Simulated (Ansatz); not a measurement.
Before relaxation, HCl put at a top Ir site (Ir, Fm-3m (No. 225), (1 0 0) face):

```xyz
18
Lattice="5.4313 0.0000 0.0000 0.0000 5.4313 0.0000 0.0000 0.0000 25.4208" Properties=species:S:1:pos:R:3 pbc="T T T"
Ir    1.3578    1.3578    8.5000
Ir    1.3578    4.0735    8.5000
Ir    4.0735    1.3578    8.5000
Ir    4.0735    4.0735    8.5000
Ir    2.7157    2.7157   10.4203
Ir    2.7157    0.0000   10.4203
Ir    0.0000    2.7157   10.4203
Ir    0.0000    0.0000   10.4203
Ir    4.0735    4.0735   12.3587
Ir    4.0735    1.3578   12.3587
Ir    1.3578    4.0735   12.3587
Ir    1.3578    1.3578   12.3587
Ir    0.0000    0.0000   14.2018
Ir    0.0000    2.7157   14.2018
Ir    2.7157    0.0000   14.2018
Ir    2.7157    2.7157   14.2018
Cl    0.0000    0.0000   17.3418
H    -0.2239    1.0770   18.0018
```

The calculation used DFT PBE+D3(BJ), scalar-relativistic, plane waves, PAW (Ansatz 0.2.0). Settings: cutoff 420 eV, Γ-centred mesh 6×6×1 on the computed 18-atom cell, Gaussian smearing of 0.10 eV; no spin polarisation. The cell repeats along c with a dipole correction in the vacuum.

Atoms 1, 2, 3, 4, 5, 6, 7, 8 (counted from 1) are held. The cell is fixed. Force threshold 0.03 eV/Å.

(1) Where does it end?

The end is the local minimum or symmetric point that this start leads to. The slab is only 5.8 Å thick, so the energy isn't converged with thickness.

Spin–orbit coupling is left out, which can shift energies with elements as heavy as these.

## Answers

(1) The energy falls by 1.725 eV in 32 steps, to:

```
CELL_PARAMETERS angstrom
5.43132 0.00000 0.00000
0.00000 5.43132 0.00000
0.00000 0.00000 25.42078
ATOMIC_POSITIONS crystal
Ir 0.25000 0.25000 0.33437
Ir 0.25000 0.75000 0.33437
Ir 0.75000 0.25000 0.33437
Ir 0.75000 0.75000 0.33437
Ir 0.50000 0.50000 0.40991
Ir 0.50000 0.00000 0.40991
Ir 0.00000 0.50000 0.40991
Ir 0.00000 0.00000 0.40991
Ir 0.74985 0.75037 0.48632
Ir 0.74988 0.24959 0.48632
Ir 0.25070 0.75220 0.48643
Ir 0.25069 0.24779 0.48642
Ir 0.00785 0.99992 0.56088
Ir 0.00212 0.49990 0.55874
Ir 0.49222 0.99997 0.56112
Ir 0.49986 0.49999 0.55804
Cl 0.74504 0.99979 0.63676
H 0.99318 0.49956 0.62153
```

Cost: 1 run of about 63 core-minutes, on AMD EPYC 9R45 (Zen 5) (shared hosts).